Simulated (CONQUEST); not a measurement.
A self-consistent single point of Au (Fm-3m, 4 atoms in the cell; from Materials Project mp-81, changed as shown).

```yaml
crystal:
  lattice:
    - [4.02041, 0.00000, 0.00000]
    - [0.00000, 4.02041, 0.00000]
    - [0.00000, 0.00000, 4.02041]
  atoms:
    - { symbol: Au, position: [0.00000, 0.00000, 0.00000] }
    - { symbol: Au, position: [0.00000, 0.50000, 0.50000] }
    - { symbol: Au, position: [0.50000, 0.00000, 0.50000] }
    - { symbol: Au, position: [0.50000, 0.50000, 0.00000] }
```

Level of theory: LDA (PW92), numerical atomic orbitals double-zeta with polarisation (the shipped basis), PseudoDojo norm-conserving potentials made for LDA (CONQUEST).

CONQUEST settings:

- basis: DZP
- Diag.MPMeshX, Y, Z: 8 8 8
- potentials: PseudoDojo norm-conserving LDA
- Grid.GridCutoff: 175 Ha
- DM.SolutionMethod: diagon
- Diag.kT: 0.004998 Ha
- Diag.GammaCentred: true
- minE.SCTolerance: 1.0e-06
- SC.MaxIters: 100
- SC.LinearMixingFactor: 0.5
- SC.KerkerPreCondition: true
- SC.KerkerFactor: 0.1 1/bohr
- AtomMove.TypeOfRun: static

Results:

```
Property                                                  Result
------------------------------------------------  --------------
Number of valence electrons                                   76
Number of bands                                               76
Number of k-points after the program's reduction             341
Size of the basis                                             76
Number of SCF iterations                                       6
FFT grid                                            48 × 48 × 48
Free energy E − TS                                -16059.4707 eV
Fermi level (on the code's own zero)                    -4.18 eV
Pressure                                                5.81 GPa
```

For comparison: a first run was changed to give this one (lattice scaled by 0.98), and from it to this one the free energy goes down by 4.8 meV/atom and the pressure goes from -5.79 to 5.81 GPa.

The program uses no crystal symmetry, so grid and mesh can part values that symmetry would make equal. The atom-centred basis is finite, which shifts total energies and pressures against plane waves. The structure comes from a collection of computed structures, made at another level of theory; the collection holds predicted forms beside known ones. Its lattice was then scaled.

Cost on one core: very roughly 100 core-seconds.
